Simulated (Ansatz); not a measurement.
# Does this entry for CdPtC₆N₆ lie near equilibrium?

The cell is a COD entry.

Space group Fm-3m (No. 225); a = 10.9474 Å.

```
site  Wyckoff  site symmetry       x       y       z
  Cd       4b           m-3m  0.5000  0.5000  0.5000
  Pt       4a           m-3m  0.0000  0.0000  0.0000
   C      24e           4m.m  0.5000  0.5000  0.1861
   N      24e           4m.m  0.5000  0.5000  0.2857
```

One atom of each set is listed; the run and its k-mesh use a cell of 14 atoms with edges of 7.74, 7.74, 7.74 Å.

The numbers come from a DFT calculation in Ansatz (PBE, plane waves and PAW, scalar-relativistic, 420 eV cutoff, Γ-centred 5×5×5 k-points, Fermi–Dirac smearing 0.05 eV).

(1) Do the atoms and the cell lie near the calculated equilibrium?

Answers

(1) No. The largest force is 10 eV/Å, on atom 3 (C: 1 N at 1.09 Å, 1 Pt at 2.04 Å, angle 180°), and the pressure is 9.9 GPa. Such values can come from imprecise or misplaced coordinates, missing atoms or a wrong setting of the space group; the run alone doesn't tell which, and gradients calculated on this entry can't be taken for those of the compound at ambient conditions.
